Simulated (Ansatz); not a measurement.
# LaPb3: frozen-core PAW against all-electron methods

```
La Pb
1.0
     4.95506    0.00000    0.00000
     0.00000    4.95506    0.00000
     0.00000    0.00000    4.90600
La Pb
1 3
Cartesian
  0.0000 0.0000 0.0000
  0.0000 2.4775 2.4530
  2.4775 0.0000 2.4530
  2.4775 2.4775 0.0000
```

Atoms are numbered in the order listed.

The cell is COD entry 1538830, as deposited and not checked against the literature; nothing was relaxed. The listed cell was then made from it by scaling, straining or moving an atom.

Spin–orbit coupling is left out, though it moves levels of the heavy atoms by tenths of an eV or more.

Levels of theory: DFT, PBEsol, PAW with Ansatz's default frozen-core files, scalar-relativistic (Ansatz 0.2.0); DFT, PBEsol, all-electron PAW with datasets made for the crystal, scalar-relativistic (Ansatz 0.2.0); DFT, PBEsol, all-electron LAPW, scalar-relativistic (Ansatz 0.2.0).

For PAW: a Γ-centred 7×7×7 k mesh, Fermi–Dirac smearing of 0.05 eV, cutoff 420 eV, no spin polarisation; the PAW files were made with PBE, and the program remakes their frozen cores for this functional. The crystal-made all-electron datasets (AE datasets) take a cutoff of 260 eV at this cell. LAPW targets a basis error of 1 meV/atom. The Ansatz runs share mesh, smearing and spin set-up. Plane-wave (PAW) pressures include the program's estimate of the Pulay term.

Stress and pressure are positive in compression.

The change that made this cell: equal xx and yy strain of +1 %.

Spin–orbit coupling is left out, which moves gradients at and beside heavy atoms by some per cent and at worst by a factor of two.

In a metal, gradients converge slowly with the k mesh: the values move by tens of per cent from one mesh to another, at times in sign, so only the comparison on one mesh counts.

| quantity | PAW | AE datasets | LAPW |
| --- | --- | --- | --- |
| pressure (GPa) | -1.82 | -1.80 | -1.80 |
| stress xx (GPa) | -1.97 | -1.96 | -1.96 |
| stress zz (GPa) | -1.51 | -1.49 | -1.49 |
| largest principal field gradient Vzz at Pb2 (10²¹ V/m²) | 34.95 | 34.98 | – |
| largest principal field gradient Vzz at Pb4 (10²¹ V/m²) | 33.02 | 33.06 | – |

PAW's pressure differs from the LAPW value by -0.02 GPa.
